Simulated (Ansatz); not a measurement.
Given:

WC (WC type, space group P-6m2)

```yaml
crystal:
  lattice:
    - [2.89847, 0.00000, 0.00000]
    - [-1.44924, 2.51015, 0.00000]
    - [0.00000, 0.00000, 2.82774]
  atoms:
    - { symbol: W, position: [0.00000, 0.00000, 0.00000] }
    - { symbol: C, position: [0.66667, 0.33333, 0.50000] }
```

Equation-of-state scan: isotropic scaling of the cell above, V₀ being its volume. Symmetry pins the atoms to their sites.

Calculation: PBEsol (plane waves to 420 eV, PAW, scalar-relativistic; Ansatz, an electronic-structure program). k mesh 19×19×17 (Γ-centred), Fermi-Dirac smearing 0.05 eV. Energies are smeared free energies. Compression counts positive. With the shape held, the modulus is that of even scaling; a crystal free to change shape is softer. Spin-orbit coupling is left out, though W is heavy. WC is run without spin polarisation. WC was relaxed with its symmetry unable to fall. The zero of ΔE is the relaxed starting cell.

The scan covers V/V₀ from 0.840 to 1.160 in 11 points.

What is the fitted pressure derivative B₀′?

4.2.

What bulk modulus at fixed cell shape B₀ follows from a third-order Birch-Murnaghan fit?

409 GPa.

(A scan under strain: stresses follow from slopes of the energy per volume, elastic moduli from its curvatures.)
